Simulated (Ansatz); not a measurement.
## SiC with Sn replacing Si: Sn-119 Mössbauer parameters

Cell: a supercell of SiC (wurtzite type, P6_3mc) built from a COD entry, with the ions relaxed around the defect (PBE).

```
Sn Si C
1.0
     6.15200    0.00000    0.00000
    -4.61400    7.99168    0.00000
     0.00000    0.00000   10.09600
Sn Si C
1 23 24
Direct
  0.16752 0.22358 0.00449
  0.16670 0.22228 0.50328
  0.16624 0.55784 0.00163
  0.16556 0.55619 0.50208
  0.16957 0.88776 0.00163
  0.16632 0.88775 0.50211
  0.66441 0.21934 0.00106
  0.66728 0.22301 0.50285
  0.67324 0.56092 0.00144
  0.66923 0.55673 0.50227
  0.65943 0.88476 0.00136
  0.66479 0.88711 0.50234
  0.33503 0.10980 0.25743
  0.33564 0.10952 0.74890
  0.33561 0.44727 0.25739
  0.33670 0.44870 0.74877
  0.33302 0.77756 0.25172
  0.33160 0.77673 0.75208
  0.82944 0.10955 0.25729
  0.82819 0.10899 0.74898
  0.83309 0.44423 0.25142
  0.83330 0.44433 0.75220
  0.83365 0.77806 0.25161
  0.83455 0.77826 0.75211
  0.16681 0.22248 0.21159
  0.16676 0.22249 0.69202
  0.16686 0.55491 0.18980
  0.16478 0.55595 0.68865
  0.16733 0.88970 0.18987
  0.16599 0.88758 0.68864
  0.66596 0.22129 0.18997
  0.66796 0.22381 0.68830
  0.66603 0.55543 0.18967
  0.66990 0.55672 0.68907
  0.66687 0.88931 0.18970
  0.66455 0.88655 0.68913
  0.33447 0.11024 0.44358
  0.34637 0.10068 0.93291
  0.33512 0.44654 0.44376
  0.35187 0.46801 0.93301
  0.33275 0.77738 0.43910
  0.32830 0.77495 0.93971
  0.83057 0.10981 0.44361
  0.80320 0.09901 0.93311
  0.83307 0.44426 0.43890
  0.83187 0.44288 0.94036
  0.83387 0.77816 0.43917
  0.83858 0.78156 0.93997
```

Atom numbers follow the list; atoms alike are taken as one site, whose name carries the number of the first.

Computed with Ansatz: DFT, PBE, plane waves and PAW, scalar-relativistic, 420 eV cutoff, Γ-centred 4×3×2 k-points, Fermi–Dirac smearing 0.01 eV.

Isomer shifts (against SnO₂) follow from the electron density at the nucleus, δ = α(ρ − ρ₀), with α = 0.099 mm s⁻¹ a₀³ and ρ₀ = 183191.44 a₀⁻³ from a line fitted to 8 measured compounds at this level of theory (rms miss 0.12 mm/s). ΔE_Q = ½eQV_zz(1 + η²/3)^½ with Q = -0.132 b for the 23.9 keV state.

Question: Where do the absorption lines lie?

Answer: Sn (1 atom a cell): δ = 1.12, |ΔE_Q| = 0.19 mm/s, a doublet too narrow to resolve, seen as one line at 1.12 mm/s.

The defect repeats with the cell of 48 atoms, so it feels its images: sites between two images don't show the values beside a lone defect, and zeros or small values of η there can come from the images' arrangement. Without spin–orbit coupling (the program notes it for Sn) the gradients are little affected as a rule: paired runs on crystals with a gap mostly move them by under 2 % at such atoms. The cell keeps the host's lattice, where the PBE pressure is 8 GPa.
